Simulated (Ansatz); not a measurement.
Ga₂O₃:
```yaml
crystal:
  lattice:
    - [2.98824, 0.00000, 0.00000]
    - [-1.49412, 2.58789, 0.00000]
    - [0.00000, 0.00000, 7.23724]
  atoms:
    - { symbol: Ga, position: [0.33333, 0.66667, 0.19268] }
    - { symbol: Ga, position: [0.66667, 0.33333, 0.80732] }
    - { symbol: O, position: [0.00000, 0.00000, 0.00000] }
    - { symbol: O, position: [0.33333, 0.66667, 0.70896] }
    - { symbol: O, position: [0.66667, 0.33333, 0.29104] }
```

This is the HSE06-relaxed structure.

### Question
All from DFT-HSE06 in the program Ansatz with PAW potentials, unless another level is named. Predict the band gap.

### Answer
4.47 eV (smallest direct gap 4.49 eV).

### Question
And the conduction-band minimum?

### Answer
at Γ.

### Question
Predict the valence-band maximum.

### Answer
on the K–Γ line, 82 % of the way from K.

Space group P-3m1 (La2O3 or Ni2Al3 type). The cell is a constructed one: a structure type filled with these elements; neither database checked (COD, Materials Project) lists it. It is not the phase usual at ambient conditions (space group No. 12, 167). The HSE06 relaxation kept the symmetry of its start; its stability against distortions is not shown here. The hybrid was solved on a coarse mesh, the path and, where they were found, the r²SCAN edge points; its band edges are the extreme levels among these. Spin–orbit coupling is left out wherever it is not named.

Potentials: the later of the program's two PAW sets.
